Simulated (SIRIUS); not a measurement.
A self-consistent single point of MgZn₃S₄ (P-42m, 8 atoms in the cell; from Materials Project mp-1120718, changed as shown).

```
MgZn3S4
1.0
    5.47989     0.00000     0.00000
    0.00000     5.53469     0.00000
    0.00000     0.00000     5.47989
Mg Zn S
1 3 4
Direct
  0.50000   0.50000   0.50000
  0.00000   0.00000   0.50000
  0.50000   0.00000   0.00000
  0.00000   0.50000   0.00000
  0.75633   0.75633   0.24367
  0.75633   0.24367   0.75633
  0.24367   0.24367   0.24367
  0.24367   0.75633   0.75633
```

Level of theory: PBEsol, PseudoDojo 0.4 standard norm-conserving PBEsol (tails mended) pseudopotentials (plane waves; SIRIUS 7.12.0).

SIRIUS settings:

* **parameters.ngridk**: 3 3 3
* **parameters.xc_functionals**: [XC_GGA_X_PBE_SOL, XC_GGA_C_PBE_SOL]
* **parameters.gk_cutoff**: 9.165 1/bohr
* **parameters.pw_cutoff**: 18.331 1/bohr
* **parameters.smearing**: gaussian
* **parameters.smearing_width**: 0.0001 Ha
* **potentials**: PseudoDojo 0.4 standard norm-conserving PBEsol (tails mended) pseudopotentials
* **parameters.electronic_structure_method**: pseudopotential
* **parameters.num_bands**: 56
* **parameters.num_mag_dims**: 0
* **parameters.num_dft_iter**: 100
* **parameters.energy_tol**: 1e-07 Ha
* **parameters.density_tol**: 1e-06
* **mixer.type**: anderson
* **mixer.beta**: 0.5
* **mixer.use_hartree**: false

Q: Estimate, at this level of theory: pressure and largest force (vector length).

A: The run gave:

```
Item                               Result
-----------------------------  ----------
Pressure                        -2.53 GPa
Largest force (vector length)  0.101 eV/Å
```

For comparison: a first run was changed to give this one (lattice vector b scaled by 1.01), and from it to this one the free energy rises by 3.0 meV/atom, the pressure goes from -1.91 to -2.53 GPa and the largest force moves little (0.100 to 0.101 eV/Å).

The structure comes from a collection of computed structures, made at another level of theory; the collection holds predicted forms beside known ones. Its lattice was then scaled.

Cost on one core: roughly 110 core-seconds.

“Tails mended”: in these copies of the files the far tail of each local potential was reset to the Coulomb form.
